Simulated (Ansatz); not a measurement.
**Two states of VF₃**

```yaml
crystal:
  lattice:
    - [2.60176, 1.50212, 4.51012]
    - [-2.60176, 1.50212, 4.51012]
    - [0.00000, -3.00425, 4.51011]
  atoms:
    - { symbol: V, position: [0.00000, 0.00000, 0.00000] }
    - { symbol: V, position: [0.50000, 0.50000, 0.50000] }
    - { symbol: F, position: [0.65010, 0.84990, 0.25000] }
    - { symbol: F, position: [0.25000, 0.65010, 0.84990] }
    - { symbol: F, position: [0.84990, 0.25000, 0.65010] }
    - { symbol: F, position: [0.34990, 0.15010, 0.75000] }
    - { symbol: F, position: [0.75000, 0.34990, 0.15010] }
    - { symbol: F, position: [0.15010, 0.75000, 0.34990] }
```

Single point in Ansatz 0.2.0 with r2SCAN. Cutoff 500 eV, PAW datasets, 5×5×5 Γ-centred k mesh, fermi-dirac filling (width 0.1 eV).

State A: V1 up, V2 up (collinear spin). State B: V1 up, V2 down (collinear spin).

Compare the two self-consistent states.

State A is lower by 4.0 meV an atom at zero smearing; in free energy at this smearing B lies +5.1 meV an atom from A.

```
state  free energy (meV/atom)  largest moment in a small sphere (μB)  net moment (μB/cell)  gap on mesh (eV)  pressure (GPa)  largest force (eV/Å)
    A                     0.0                                   1.56                  4.00              0.59            -3.0                  0.37
    B                     5.1                                   1.52                  0.00              0.90            -2.6                  0.07
```

Origin: a database entry at a rescaled volume. Caveats: the state breaks the symmetry of the cell; an odd or shifted mesh can miss the band edges, so this level's true gap may be smaller.
